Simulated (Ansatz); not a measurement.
**Question.** Each is relaxed and computed with PBEsol in the plane-wave PAW code Ansatz. Which is the only metal?
A. VAg3O4, C2/c (Pearson symbol mS32)
B. BaCSNCl, P2_1/m (Pearson symbol mP10)
C. AlV2C, P6_3/mmc (Al on 2c, V on 4f, C on 2a)
D. BaC2, R-3m (Ba on 3a, C on 6c)

**Answer.** C, AlV2C, P6_3/mmc (Al on 2c, V on 4f, C on 2a). AlV2C: metal; VAg3O4: gap 0.81 eV (indirect); BaCSNCl: gap 3.90 eV (indirect); BaC2: gap 1.18 eV (indirect). Standing as an ambient phase not checked: VAg3O4, C2/c (Pearson symbol mS32); BaCSNCl, P2_1/m (Pearson symbol mP10); BaC2, R-3m (Ba on 3a, C on 6c). All cells were relaxed under the symmetry of their starts (and spin orders); stability against distortions was not tested throughout. Rows with no word on spin ran without spin polarisation. Spin–orbit coupling is left out wherever it is not named.

Potentials: the later of the program's two PAW sets.
